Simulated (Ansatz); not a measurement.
Relaxed-ion elastic tensor of Ge in space group P6_3/mmc (No. 194; Ge on 4f) in GPa (Voigt order), plane-wave PAW LDA (Ansatz code); density 5.44 g/cm³, 22.17 Å³ per atom.

```csv
,1,2,3,4,5,6
1,144,41.8,27.4,0.0,0.0,0.0
2,41.8,144,27.4,0.0,0.0,0.0
3,27.4,27.4,167,0.0,0.0,0.0
4,0.0,0.0,0.0,40.3,0.0,0.0
5,0.0,0.0,0.0,0.0,40.3,0.0
6,0.0,0.0,0.0,0.0,0.0,51.3
```

Question: Is the crystal mechanically stable?

Answer: Yes: the smallest eigenvalue of C is 40.3 GPa.

Question: Work out the Voigt, Reuss and Hill averages.

Answer: K_V = 72.2, K_R = 72.1, K_H = 72.2; G_V = 50.4, G_R = 48.5, G_H = 49.4 GPa.

Question: Give Young's modulus, Poisson's ratio, Pugh's ratio and the universal anisotropy index.

Answer: E = 9KG/(3K + G) = 121 GPa; ν = 0.22; K/G = 1.46 (brittle by the Pugh limit of 1.75); A_U = 5G_V/G_R + K_V/K_R − 6 = 0.20.

Question: Estimate the sound speeds and the Debye temperature.

Answer: v_l = √((K + 4G/3)/ρ) = 5040 m/s, v_t = √(G/ρ) = 3010 m/s, mean 3340 m/s; Θ = (h/k)(3n/4πV)^(1/3) v_m = 353 K.

Question: How much does each axis shrink under pressure?

Answer: Linear compressibilities β_i = Σ_j S_ij (j = 1 to 3): x 4.7, y 4.7, z 4.4 per TPa.

The workflow started from a Materials Project entry (that database holds measured and hypothetical structures alike); the Crystallography Open Database copy checked does not list it. It is not the phase usual at ambient conditions (space group No. 227). Symmetry was held in the LDA relaxation; its stability against distortions is not shown here. As this level gives no gap, shear constants depend on the k-mesh and smearing (Fermi–Dirac, 0.1 eV here).

Potentials: the later of the program's two PAW sets.
